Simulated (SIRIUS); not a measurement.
SIRIUS run on InSe (R3m, 4 atoms in the cell; from Materials Project mp-22691, changed as shown): self-consistent single point.

Method: LDA (PW92), GBRV LDA ultrasoft pseudopotentials (plane waves; SIRIUS).

The change in words: volume scaled by 1.06. Reference geometry (R3m):
```xyz
4
Lattice="2.0233 1.1682 8.6085 -2.0233 1.1682 8.6085 0.0000 -2.3364 8.6085" Properties=species:S:1:pos:R:3 pbc="T T T"
In     0.0000     0.0000     2.8499
In     0.0000     0.0000     0.0473
Se     0.0000     0.0000    16.0044
Se     0.0000     0.0000    21.3269
```

Reference input (self-consistent single point, DFT, LDA (PW92), plane waves, GBRV LDA ultrasoft pseudopotentials): parameters.ngridk = 6 6 6; parameters.xc_functionals = [XC_LDA_X, XC_LDA_C_PW]; parameters.gk_cutoff = 6.325 1/bohr; parameters.pw_cutoff = 14.143 1/bohr; parameters.smearing = gaussian; parameters.smearing_width = 0.000734986 Ha; potentials = GBRV LDA ultrasoft pseudopotentials; parameters.electronic_structure_method = pseudopotential; parameters.num_bands = 23; parameters.num_mag_dims = 0; parameters.num_dft_iter = 100; parameters.energy_tol = 1e-07 Ha. This run's input differs from it in these lines:

```diff
@@ -32,7 +32,7 @@
     "lattice_vectors": [
-      [0.2268340547, 0.1309627272, 0.9650880978],
-      [-0.2268340547, 0.1309627272, 0.9650880978],
-      [0.0, -0.2619254543, 0.9650880978]
+      [0.2268340737, 0.1309626752, 0.9650881199],
+      [-0.2268340737, 0.1309626752, 0.9650881199],
+      [0.0, -0.2619254603, 0.9650881199]
     ],
-    "lattice_vectors_scale": 16.856234,
+    "lattice_vectors_scale": 17.186835,
     "atom_coordinate_units": "au",
@@ -45,8 +45,8 @@
       "In": [
-        [-0.0, -0.0, 5.3854389048],
-        [0.0, 0.0, 0.0893099519]
+        [-0.0, -2.085e-07, 5.4910635421],
+        [-0.0, -3.5e-09, 0.0910615884]
       ],
       "Se": [
-        [0.0, 0.0, 30.2440099686],
-        [0.0, -0.0, 40.3020674734]
+        [-0.0, -1.1711e-06, 30.837185871],
+        [0.0, -1.5605e-06, 41.0925121025]
       ]
```

The program printed (abridged):

```
[find] density tolerance         : 1e-06
[find] total energy tolerance    : 1e-07
[find] iter_solver_tol (initial) : 0.01
[find] iter_solver_tol (target)  : 1e-13
[find] num_dft_iter              : 100
Charges and magnetic moments
--------------------------------------------------------------------------------
total charge          : 38.000000
[find] | SCF iteration   0 out of 100|
[diagonalize] iterative solver tolerance (occupied, empty): 0.01 0.01
[diagonalize] average number of iterations: 2.28125
[find] Charges and magnetic moments
[find] total charge          : 38.000000
[find] Energy
   [... lines left out ...]

[find] Charges and magnetic moments
[find] total charge          : 38.000000
[find] Energy
[find] smearing (-TS)                 :      -0.00000010
[find] Total energy                   :    -176.38662789 (Ha),    -352.77325579 (Ry)
[find] Free energy (E-TS)             :    -176.38662799 (Ha),    -352.77325598 (Ry)
[find] band gap (eV)                  :       0.07652962
[find] Efermi                         :       0.17713258
[find] iteration : 31, RMS (target) : 8.1264e-07 (1.0000e-06) , energy difference (target) : -4.4054e-11 (1.0000e-07)
[find] bands are converged : true
[find] iterative solver converged : false
[find] converged after 32 SCF iterations!
[find] Charges and magnetic moments
[find] total charge          : 38.000000
[find] Energy
[find] smearing (-TS)                 :      -0.00000010
[find] Total energy                   :    -176.38662789 (Ha),    -352.77325579 (Ry)
[find] Free energy (E-TS)             :    -176.38662799 (Ha),    -352.77325598 (Ry)
[find] band gap (eV)                  :       0.07652962
[find] Efermi                         :       0.17713258
[ground_state] === stress tensor components [kbar] ===
[ground_state] === stress_total ===
[ground_state]    50.206532    0.000000    0.000000
[ground_state]     0.000000   50.206533    0.000002
[ground_state]     0.000000    0.000002   48.806743
[ground_state] ==== total Forces in Ha/bohr =====
[ground_state] atom:    0, force:      -0.0000000     -0.0000000      0.0028730
[ground_state] atom:    1, force:       0.0000000      0.0000000     -0.0028816
[ground_state] atom:    2, force:       0.0000000     -0.0000000      0.0103897
[ground_state] atom:    3, force:       0.0000000      0.0000000     -0.0103787
```

The run converged in 32 iterations. SIRIUS prints the stress tensor with tension positive. Against the reference run the free energy rises by 40.1 meV/atom, the pressure goes from -2.91 to -4.97 GPa, the largest force goes from 0.159 to 0.534 eV/Å and the gap on the mesh goes from 0.191 to 0.077 eV.

The structure comes from a collection of computed structures, made at another level of theory; the collection holds predicted forms beside known ones.

Cost on one core: about 4 core-minutes (a rough figure).

The gap that the log prints is read on the run's mesh, which can miss the band edges or a crossing.
